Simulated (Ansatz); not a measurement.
One relaxed cell of SiC at several levels

A database entry relaxed whole under r2SCAN at zero pressure (P6_3mc, No. 186):

```
Si C
1.0
     3.07908    0.00000    0.00000
    -1.53954    2.66656    0.00000
     0.00000    0.00000   20.13917
Si C
8 8
Direct
  0.33333 0.66667 0.25011
  0.66667 0.33333 0.75011
  0.33333 0.66667 0.62499
  0.66667 0.33333 0.12499
  0.00000 0.00000 0.00010
  0.00000 0.00000 0.50010
  0.33333 0.66667 0.87519
  0.66667 0.33333 0.37519
  0.33333 0.66667 0.96892
  0.66667 0.33333 0.46892
  0.00000 0.00000 0.09386
  0.00000 0.00000 0.59386
  0.33333 0.66667 0.34413
  0.66667 0.33333 0.84413
  0.33333 0.66667 0.71871
  0.66667 0.33333 0.21871
```

Its volume is 10.33 Å³ an atom, -0.0 % against the entry's 10.34, which is old or was flagged in a check.

Single points on this cell with plane-wave PAW DFT (Ansatz 0.2.0; r2SCAN 500 eV, hybrids 420 eV; fermi-dirac occupations of width 0.020 eV; no moments): r2SCAN on a 12×12×2 Γ-centred mesh; HSE06 on a 6×6×2 Γ-centred mesh; PBE0 on a 6×6×2 Γ-centred mesh.

**Question.** What does each level give for gap and charges?

**Answer.** The runs give:

| level | gap (eV), or kind | pressure (GPa) | Bader charge of Si (e) | Bader charge of C (e) |
| --- | --- | --- | --- | --- |
| r2SCAN | 2.13 | 0.0 | +2.87 | -2.87 |
| HSE06 | 2.66 | -1.2 | +2.85 | -2.85 |
| PBE0 | 3.38 | -1.3 | +2.85 | -2.85 |

Under r2SCAN the gap is 2.13 eV, over mesh and band path. HSE06 moves it by +0.53 eV and PBE0 by +1.25 eV; PBE0 keeps its exact exchange at long range, which widens the gap over HSE06's by 0.72 eV on their common mesh.

Caveats: the relaxation kept the start's symmetry; HSE06 is read on its mesh and at the zone's corners, PBE0 on its mesh alone; hybrid pressures are good to a few tenths of a GPa; pressure is positive in compression.
